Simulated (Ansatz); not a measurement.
AlCrB (Cmcm), relaxed and computed with several functionals in Ansatz (plane waves, PAW).

| functional | a (Å) | c (Å) | V (Å³/atom) | ΔH_f (eV/atom) |
|---|---|---|---|---|
| PBE | 3.002 | 2.967 | 10.31 | -0.38 |
| PBEsol | ___ | ___ | ___ | ___ |
| r²SCAN | 2.983 | 2.947 | 10.11 | -0.33 |

Question: Complete the blanks.

Answer: 
- PBEsol, a (Å): 2.967
- PBEsol, c (Å): 2.946
- PBEsol, V (Å³/atom): 10.07
- PBEsol, ΔH_f (eV/atom): -0.41

Typed or built starts, not in the databases checked: AlCrB, Cmcm (Al on 4c, B on 4c, Cr on 4c). Began spin-polarised and lost the moments: AlCrB, Cmcm (Al on 4c, B on 4c, Cr on 4c) with PBE; AlCrB, Cmcm (Al on 4c, B on 4c, Cr on 4c) with PBEsol; AlCrB, Cmcm (Al on 4c, B on 4c, Cr on 4c) with r²SCAN. All cells were relaxed under the symmetry of their starts (and spin orders); stability against distortions was not tested throughout.

Potentials: the later of the program's two PAW sets.

Ansatz (a program for electronic structure) is a plane-wave DFT program.

Formation energies count from the lowest solids of the elements computed at the same level, not from gases.
